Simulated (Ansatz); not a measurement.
ReC (CsCl type, space group No. 221) at seven volumes, the program Ansatz at the PBE level (PAW), scaled uniformly. One row is withheld.

| V (Å³/atom) | P (GPa) |
|---|---|
| 8.876 | 46.15 |
| 9.169 | 28.21 |
| 9.461 | ? |
| 9.754 | 0.00 |
| 10.047 | -11.00 |
| 10.339 | -20.31 |
| 10.632 | -28.17 |

Q: Fit the shown pressures and predict the withheld one.

A: Third-order Birch–Murnaghan: P = (3/2)B₀(x^(7/2) − x^(5/2))[1 + (3/4)(B′ − 4)(x − 1)] with x = (V₀/V)^(2/3). Least squares on the six rows gives V₀ = 9.754 Å³/atom, B₀ = 396.4 GPa, B′ = 4.46. At V = 9.461, x = 1.0205 and P = 12.94 GPa. The run itself gave 12.96 GPa.

Space group Pm-3m (CsCl type). The cell is a constructed one: a structure type filled with these elements; neither database checked (COD, Materials Project) lists it. Whether it is the stable phase at ambient conditions was not checked. The cell was relaxed with PBE under the symmetry of its start; whether a distortion lowers the energy is not shown. The run is not spin-polarised. Scalar-relativistic: spin–orbit coupling is off unless named, which matters more the heavier the elements.

Potentials: the later of the program's two PAW sets.
